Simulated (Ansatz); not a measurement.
# Li: energy along a strain

Li, P6_3/mmc, a = 3.111 Å, c = 5.093 Å (as given, not relaxed at this level: -0.7 GPa). This isn't the element's structure at ambient conditions. Ansatz: PBEsol, PAW, 420 eV, Γ-centred 18×18×10 mesh on 2 atoms, Gaussian smearing 0.15 eV; no spin polarisation. Cell vectors (Å): 3.111 0.000 0.000; -1.556 2.694 0.000; 0.000 0.000 5.093. The cell is strained by x per cent times the pattern (1 1 0 0 0 0) in the order xx yy zz yz xz xy (engineering shears), with fractional coordinates held. y is the free energy over the start, V0 = 21.344 Å³/atom.

| x (%) | y (meV/atom) |
| --- | --- |
| -6.00 | ? |
| -4.50 | 0.81 |
| -3.00 | -1.64 |
| -1.50 | -1.84 |
| 0.00 | 0.00 |
| 1.50 | 3.66 |
| 3.00 | 8.96 |
| 4.50 | 15.71 |
| 5.25 | 19.60 |
| 6.00 | 23.80 |

Task: Fit y = c1 x + c2 x² + c3 x³ to the other rows, get the stiffness along the pattern, and predict the missing energy.

Result: Least squares on the rows shown. y = 1.8457 x + 0.40809 x² − 0.0091848 x³. The clamped-ion stiffness p·C·p = 2 × 4.081 eV × 160.2 / 21.344 Å³ = 61 GPa (second derivative at the start, which stands under stress). At x = -6.00 the fit asked for gives 5.60 meV/atom. The run gave 5.78 meV/atom, so the fit is 0.18 meV/atom too low, 0.7 % of the span of the series, against an rms of 0.02 meV/atom on the fitted rows. The row lies outside the fitted range. With a term in x⁴ added, a fit to the same known rows predicts 5.78 meV/atom, so most of the miss is curvature that the known rows already hold.